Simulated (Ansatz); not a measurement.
Input:

MoRu:
```yaml
crystal:
  lattice:
    - [2.74541, 0.00000, 0.00000]
    - [0.00000, 2.74541, 0.00000]
    - [0.00000, 0.00000, 3.80621]
  atoms:
    - { symbol: Ru, position: [0.00000, 0.00000, 0.00000] }
    - { symbol: Mo, position: [0.50000, 0.50000, 0.50000] }
```

This is the PBEsol-relaxed structure. Tensor components refer to the Cartesian frame of this cell.

Task: All from DFT-PBEsol in the program Ansatz with PAW potentials, unless another level is named. Give the highest zone-centre frequency.

Result: 215 cm^-1.

Task: Next, the Poisson's ratio?

Result: 0.31.

Task: Give the elastic constants (relaxed ions, GPa).

Result: C11 = 530, C12 = 130, C13 = 244, C33 = 438, C44 = 165, C66 = 82.7.

Space group P4/mmm (L1₀ or tetragonal B2). The start of the workflow was typed in or built on a structure type; neither database checked (COD, Materials Project) lists it. Its standing as an ambient phase is unchecked. The PBEsol relaxation kept the symmetry of its start; whether a distortion lowers the energy is not shown. The run is not spin-polarised. As this level gives no gap, shear constants depend on the k-mesh and smearing (Fermi–Dirac, 0.1 eV here). As this level gives no gap, phonon frequencies hold no LO–TO term and depend on the k-mesh and smearing (Fermi–Dirac, 0.1 eV here).

Potentials: the later of the program's two PAW sets.
